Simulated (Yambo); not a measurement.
G0W0@PBEsol for Sc2Si2O7 (space group C2/m, No. 12) in Yambo. Reference settings: 2×2×4 Γ-centred k mesh, bands 3 to 196 and a 7 Ry block in the screening, 196 bands in G with the Bruneval-Gonze terminator, plasmon pole fitted at 27.2 eV. The PBEsol gap Γ → (-0.5, -0.5, 0) on this mesh is 4.35 eV; G0W0 gaps are taken between the same points.

With and without the terminator, as bands are cut:

```csv
bands in G (in W),"gap, terminator (eV)","gap, none (eV)","valence shift, terminator (eV)","valence shift, none (eV)"
84 (196),7.340,7.433,-0.948,-0.307
132 (196),7.343,7.440,-0.971,-0.581
196 (196),7.345,7.423,-0.980,-0.756
```

Over this range the gap spans 0.005 eV with the terminator and 0.017 eV without, the valence shift 0.032 eV and 0.449 eV. Neither column has reached its limit for certain.

Geometry of the Materials Project entry, not relaxed at this level; primitive cell a = b = 5.363 Å, c = 4.691 Å, α = β = 97.70°, γ = 105.12°.

A shift is the quasiparticle energy of the state minus its PBEsol energy.
